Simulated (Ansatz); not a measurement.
**Ge-73 nuclear quadrupole resonance in Ge**

Cell: a COD entry, taken as it stands.

Space group P4_32_12 (No. 96); a = 5.9300, c = 6.9800 Å.

```
site  Wyckoff  site symmetry       x       y       z
 Ge1       4a            ..2  0.0750  0.0750  0.0000
 Ge5       8b              1  0.1667  0.3750  0.2500
```

One atom of each set is listed.

Method: Kohn–Sham DFT in Ansatz, PBE, plane waves and PAW, scalar-relativistic, 420 eV cutoff, Γ-centred 8×8×7 k-points, Fermi–Dirac smearing 0.02 eV.

Ge-73: I = 9/2, Q = -196.0 mb (year-2017 value). Static lattice, zero field.

Q: At which frequencies do the Ge-73 NQR lines lie?

A: For I = 9/2 and η = 0 the lines are |C_Q|/24 times 1, 2, 3 and 4; η shifts the lowest up most. At large η the states mix, and weaker lines appear at sums of the main ones; lines under 5 % of the strongest are left out.

| site | atoms | V_zz (10²¹ V/m²) | C_Q (MHz) | η | line frequencies (MHz) |
| --- | --- | --- | --- | --- | --- |
| Ge1 | 4 | 3.32 | -15.8 | 0.44 | 1.22, 1.35, 1.89, 2.56, 2.58 |
| Ge5 | 8 | -5.05 | 23.9 | 0.77 | 2.10, 2.65, 3.02, 3.79, 4.75 |

The largest force is 0.9 eV/Å, so the atoms aren't at the calculated equilibrium and relaxing them would move these values.

The run took 27 s of wall time (1.7 min of CPU time) and 1.5 GiB at its peak, on 4 threads of Intel Xeon 6975P-C (Granite Rapids) (x86_64; 16 cores open to the job, memory cap 8.0 GiB, no GPU), a shared host with a load of 0.5 a core.
